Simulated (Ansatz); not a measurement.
Question: AgPt (L1₀ or tetragonal B2, P4/mmm) is relaxed with plane-wave PAW PBE (Ansatz code). What lattice parameters of the conventional cell result?

Answer: a = 2.790 Å, c = 4.260 Å.

The start of the workflow was typed in or built on a structure type; neither database checked (COD, Materials Project) lists it. Whether it is the stable phase at ambient conditions was not checked. The PBE relaxation kept the symmetry of its start; its stability against distortions is not shown here. No spin polarisation was allowed. Axis ratios of metals converge slowly with the k-mesh, so a and c are less sure than the volume. Scalar-relativistic: spin–orbit coupling is off unless named, which matters more the heavier the elements.

Potentials: the earlier of the program's two PAW sets.
